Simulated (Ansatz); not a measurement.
# Li$_{2}$H$_{5}$Ir: zone-centre modes

Computed with Ansatz 0.2.0, DFT PBE, scalar-relativistic, plane waves, PAW. Settings: 420 eV plane-wave cutoff, Γ-centred 6×12×12 mesh, fixed occupations. No spin polarisation. Phonons by linear response, acoustic sum rule imposed.

Equilibrium structure at this level:
```
CELL_PARAMETERS angstrom
4.80909 0.00000 0.00000
0.00000 1.54098 4.89937
0.00000 -1.54098 4.89937
ATOMIC_POSITIONS crystal
Li 0.50000 0.23550 0.23550
Li 0.00000 0.45556 0.45556
H 0.50000 0.53501 0.53501
H 0.75770 0.07272 0.07272
H 0.24230 0.07272 0.07272
H 0.25541 0.83548 0.83548
H 0.74459 0.83548 0.83548
Ir 0.50000 0.95893 0.95893
```

The structure comes from a generated guess, relaxed at this level; another structure or a mixture of phases may lie lower. Spin–orbit coupling is left out, which matters for heavy elements. The run warned that its linear response isn't converged on this k mesh, so dielectric tensors, Born charges and infrared intensities are rough, and the frequencies may be too.

(1) Is this structure stable against zone-centre distortions?

(2) List the optical modes at Γ without the LO field (i marks imaginary ones).

Answers

(1) Yes, at Γ: no optical mode is imaginary. Strains and other wave vectors aren't tested by this run.

(2)
```tsv
frequency (meV)	degeneracy	IR intensity of the level ((D/Å)²/amu)
20.9	1	4.21
23.6	1	0.78
23.7	1	1.24
27.9	1	4.36
32.0	1	9.87
41.5	1	0.78
51.6	1	7.34
51.6	1	0.05
75.1	1	0.00
77.4	1	0.29
102.8	1	0.00
103.0	1	0.03
104.6	1	0.25
108.7	1	4.89
112.0	1	0.92
150.8	1	0.52
199.2	1	0.58
209.4	1	36.07
215.1	1	26.84
249.3	1	0.33
251.9	1	0.11
```
